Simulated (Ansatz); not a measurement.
Input and command of a plane-wave DFT calculation in Ansatz:

```yaml
crystal:
  lattice:
    - [2.1170558394, 1.2222827588, 13.4710789219]
    - [-2.1170558394, 1.2222827588, 13.4710789219]
    - [0.0, -2.4445655175, 13.4710789219]
  atoms:
    - { symbol: Ge, position: [0.5704842059, 0.5704842059, 0.5704842059] }
    - { symbol: Sb, position: [0.4282701782, 0.4282701782, 0.4282701782] }
    - { symbol: Sb, position: [0.9969609797, 0.9969609797, 0.9969609797] }
    - { symbol: Te, position: [0.8687981019, 0.8687981019, 0.8687981019] }
    - { symbol: Te, position: [0.137205052, 0.137205052, 0.137205052] }
    - { symbol: Te, position: [0.7114083695, 0.7114083695, 0.7114083695] }
    - { symbol: Te, position: [0.2868721128, 0.2868721128, 0.2868721128] }
basis:
  ecutwfc: 420
kpoints:
  mp_grid: { grid: [12, 12, 12] }
hamiltonian:
  xc: pbesol
scf:
  occupations: { method: gaussian, width: 0.03 }
output:
  forces: true
  stress: true
  eigenvalues: true
  write_density: true
  write_potential: true
  elf: true
  volumetric_format: npy
```

```bash
ansatz run input.yaml --threads 2 --pin off --max-ram 5120MiB --backend cpu --events-out ev --progress --plain --runs-dir out
```

Processor: AMD EPYC 9R45 96-Core Processor (Zen 5), 2 threads, on a host shared with other jobs.

How long does it run, and how much memory does it take?

About 51 s on 2 threads of AMD EPYC 9R45 96-Core Processor (Zen 5), with other jobs on the host, peak memory 1.8 GiB. It solves 65 bands at 189 k points (the mesh reduced by symmetry) with about 4047 plane waves, in 7 SCF iterations.
